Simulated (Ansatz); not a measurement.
The elements of this relaxed trial crystal are hidden behind letters.

```
lattice vectors (Å)
   4.1775    0.0000    0.0000
  -2.0888    3.6178    0.0000
   0.0000    0.0000    7.8224
fractional positions
X 0.0000 0.0000 0.1697
X 0.0000 0.0000 0.8303
X 0.0000 0.0000 0.5000
Z 0.3333 0.6667 0.0000
Z 0.6667 0.3333 0.0000
```

Method: DFT PBE, scalar-relativistic, plane waves, PAW (Ansatz). Settings of the last relaxation (5-atom cell): 420 eV, 12×12×6 k points, Gaussian smearing of 0.10 eV, no spin polarisation.

```
Space group                                : P6/mmm (No. 191)
Conventional cell                          : a = 4.178 Å, c = 7.822 Å
Volume per atom                            : 23.64 Å³
Density                                    : 4.03 g/cm³
Formation energy                           : +0.25 eV/atom
Gap on the 12×12×6 mesh of the 5-atom cell : 0 eV (a metal)
```

Energies are uncorrected and count from the elements' standard states at the same level.

Question: X is a p-block element of period 3 and Z is a d-block element of period 5. Which elements are they?

Answer: X = Al, Z = Rh, so the formula is Al3Rh2. Density times volume gives a mean mass of 4.03 × 23.64/1.6605 = 57.4 u per atom, and this set has 57.4 u. Al on a site of symmetry 6mm has 2 Al at 2.58–2.66 Å and 6 Rh at 2.75 Å; Al on a site of symmetry 6/mmm has 2 Al at 2.58 Å; Rh is surrounded by 3 Rh at 2.41 Å and 6 Al at 2.75 Å. Other sets within the hints have nearly the same mass, so mass alone doesn't settle it; this one was computed.

Symmetry constrained the relaxation, so the result can be a saddle point. Another cell of Al3Rh2 relaxed alike, in P-6m2, lies 0.72 eV/atom lower, so this cell isn't the stable form at this level.
